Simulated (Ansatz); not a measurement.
Cu Kα1 powder pattern (kinematic, no thermal factors).
2θ (°) (relative intensity): 29.93 (100), 42.83 (33), 48.19 (5), 53.13 (67), 62.18 (13), 70.53 (18), 78.46 (3), 86.18 (32)

The pattern is computed from a structure relaxed with DFT PBE, scalar-relativistic, plane waves, PAW in Ansatz 0.2.0. No spin polarisation. Its elements are O, Sn.

Q: Give the structure.

A: SnO$_{3}$.
Space group Pm-3n (No. 223). a = 4.219 Å, b = 4.219 Å, c = 4.219 Å, α = 90.00°, β = 90.00°, γ = 90.00°
```json
{"atom": "Sn", "site": "2a", "symmetry": "m-3.", "x": "0.5000", "y": "0.5000", "z": "0.5000"}
{"atom": "O", "site": "6c", "symmetry": "-4m.2", "x": "0.5000", "y": "0.2500", "z": "0.0000"}
```

A pattern alone doesn't exclude other cells with like lines; this is the one computed.

The structure comes from a generated guess; another structure or a mixture of phases may lie lower.
